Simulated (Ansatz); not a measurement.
Cu Kα1 powder pattern (kinematic, no thermal factors).
```tsv
2θ (°)	relative intensity
17.50	16
24.85	7
30.55	100
35.43	35
39.77	4
43.76	5
50.97	42
54.31	3
57.51	2
60.60	41
63.60	10
66.53	2
69.39	2
74.96	6
77.69	1
80.39	1
83.08	16
85.74	14
88.40	1
```

The pattern is computed from a structure relaxed with DFT PBE, scalar-relativistic, plane waves, PAW (Ansatz). No spin polarisation. Its elements are N, S, Zr.

Q: Give the structure.

A: Zr3SN4.
Space group P-43m (No. 215). a = 5.063 Å, b = 5.063 Å, c = 5.063 Å, α = 90.00°, β = 90.00°, γ = 90.00°
```json
{"atom": "Zr", "site": "3c", "symmetry": "-42.m", "x": "0.0000", "y": "0.5000", "z": "0.5000"}
{"atom": "S", "site": "1a", "symmetry": "-43m", "x": "0.0000", "y": "0.0000", "z": "0.0000"}
{"atom": "N", "site": "4e", "symmetry": ".3m", "x": "0.7088", "y": "0.7088", "z": "0.2912"}
```

A pattern alone doesn't exclude other cells with like lines; this is the one computed.

The structure comes from a generated guess; another structure or a mixture of phases may lie lower.
